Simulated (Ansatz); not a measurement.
This CaH₄ structure is the end of a relaxation. The cell was found from a structure generator's guess, not taken from experiment.

Theory: DFT PBE, scalar-relativistic, plane waves, PAW in Ansatz. Cutoff 420 eV, Γ-centred mesh, Gaussian smearing, no spin polarisation.

```yaml
crystal:
  lattice:
    - [-2.11907, 2.11907, 2.60176]
    - [2.11907, -2.11907, 2.60176]
    - [2.11907, 2.11907, -2.60176]
  atoms:
    - { symbol: Ca, position: [0.50000, 0.50000, 0.00000] }
    - { symbol: H, position: [0.50000, 0.00000, 0.50000] }
    - { symbol: H, position: [0.00000, 0.50000, 0.50000] }
    - { symbol: H, position: [0.75000, 0.25000, 0.50000] }
    - { symbol: H, position: [0.25000, 0.75000, 0.50000] }
```

Formation energies are uncorrected and refer to the elements' standard structures at the same level (H₂ as a molecule).

Problem. Find its symmetry and describe it.

Solution. I4/mmm (No. 139). Conventional cell: a = 4.238 Å, c = 5.204 Å. Ca is surrounded by 4 H at 2.12 Å and 8 H at 2.49 Å; H on a site of symmetry mmm is surrounded by 2 H at 1.30 Å and 2 Ca at 2.12 Å; H on a site of symmetry -4m2 has 2 H at 1.30 Å and 4 Ca at 2.49 Å.

Problem. How far does it lie from the elements in energy?

Solution. +0.17 eV/atom. A positive value: parting into the elements would lower its energy.

Problem. Is it a metal?

Solution. Yes, bands cross the Fermi level on the 12×12×12 mesh.

The last run used a 12×12×12 mesh for its 5-atom cell and Gaussian smearing of 0.10 eV. With hydrogen, zero-point motion can shift formation energies by some tens of meV/atom. A structure relaxed within its symmetry needn't be a true minimum.
